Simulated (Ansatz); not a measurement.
Geometry optimisation in Ansatz: input, command and trajectory.

```yaml
crystal:
  lattice:
    - [4.4896385443, 0.0, 0.0]
    - [0.0, 4.4896385443, 0.0]
    - [0.0, 0.0, 4.4896385443]
  atoms:
    - { symbol: Fe, position: [0.1354904312, 0.1354904312, 0.1354904312] }
    - { symbol: Fe, position: [0.3645095688, 0.8645095688, 0.6354904312] }
    - { symbol: Fe, position: [0.6354904312, 0.3645095688, 0.8645095688] }
    - { symbol: Fe, position: [0.8645095688, 0.6354904312, 0.3645095688] }
    - { symbol: Si, position: [0.8403651284, 0.8403651284, 0.8403651284] }
    - { symbol: Si, position: [0.6596348716, 0.1596348716, 0.3403651284] }
    - { symbol: Si, position: [0.3403651284, 0.6596348716, 0.1596348716] }
    - { symbol: Si, position: [0.1596348716, 0.3403651284, 0.6596348716] }
basis:
  ecutwfc: 420
kpoints:
  mp_grid: { grid: [8, 8, 8] }
hamiltonian:
  xc: pbesol
scf:
  occupations: { method: gaussian, width: 0.01 }
output:
  forces: true
  stress: true
  eigenvalues: true
relax:
  adjacent_minimum: "off"
  f_tol: 0.01
  max_steps: 30
```

```bash
ansatz run input.yaml --threads 2 --pin off --max-ram 5120MiB --backend cpu --events-out ev --progress --plain --runs-dir out
```

Method: Ansatz 0.2.0, DFT PBEsol, scalar-relativistic, plane waves, PAW.

The volume is held at 1.06 times that of the relaxed cell.

Of 4 frames 3 are shown, positions in Å and forces in eV/Å; the SCF threshold varies from step to step. Spin polarisation was left out; whether the Fe atoms would carry moments isn't shown by this run.

```xyz
8
Lattice="4.4896 0.0000 0.0000 0.0000 4.4896 0.0000 0.0000 0.0000 4.4896" Properties=species:S:1:pos:R:3:forces:R:3 pbc="T T T" step=1 free_energy_over_end_meV_per_atom=0.41
Fe    0.6083    0.6083    0.6083   -0.0671   -0.0671   -0.0671
Fe    1.6365    3.8813    2.8531    0.0671    0.0671   -0.0671
Fe    2.8531    1.6365    3.8813   -0.0671    0.0671    0.0671
Fe    3.8813    2.8531    1.6365    0.0671   -0.0671    0.0671
Si    3.7729    3.7729    3.7729   -0.0305   -0.0305   -0.0305
Si    2.9615    0.7167    1.5281    0.0305    0.0305   -0.0305
Si    1.5281    2.9615    0.7167   -0.0305    0.0305    0.0305
Si    0.7167    1.5281    2.9615    0.0305   -0.0305    0.0305
8
Lattice="4.4896 0.0000 0.0000 0.0000 4.4896 0.0000 0.0000 0.0000 4.4896" Properties=species:S:1:pos:R:3:forces:R:3 pbc="T T T" step=2 free_energy_over_end_meV_per_atom=0.19
Fe    0.6061    0.6061    0.6061   -0.0452   -0.0452   -0.0452
Fe    1.6388    3.8836    2.8509    0.0452    0.0452   -0.0452
Fe    2.8509    1.6388    3.8836   -0.0452    0.0452    0.0452
Fe    3.8836    2.8509    1.6388    0.0452   -0.0452    0.0452
Si    3.7721    3.7721    3.7721   -0.0217   -0.0217   -0.0217
Si    2.9624    0.7176    1.5272    0.0217    0.0217   -0.0217
Si    1.5272    2.9624    0.7176   -0.0217    0.0217    0.0217
Si    0.7176    1.5272    2.9624    0.0217   -0.0217    0.0217
8
Lattice="4.4896 0.0000 0.0000 0.0000 4.4896 0.0000 0.0000 0.0000 4.4896" Properties=species:S:1:pos:R:3:forces:R:3 pbc="T T T" step=4 free_energy_over_end_meV_per_atom=0.00
Fe    0.6014    0.6014    0.6014   -0.0001   -0.0001   -0.0001
Fe    1.6434    3.8882    2.8462    0.0001    0.0001   -0.0001
Fe    2.8462    1.6434    3.8882   -0.0001    0.0001    0.0001
Fe    3.8882    2.8462    1.6434    0.0001   -0.0001    0.0001
Si    3.7699    3.7699    3.7699    0.0015    0.0015    0.0015
Si    2.9645    0.7197    1.5251   -0.0015   -0.0015    0.0015
Si    1.5251    2.9645    0.7197    0.0015   -0.0015   -0.0015
Si    0.7197    1.5251    2.9645   -0.0015    0.0015   -0.0015
```

Time: 45 s on 2 threads of Arm Neoverse V1, with other jobs on the host, peak memory 0.44 GiB.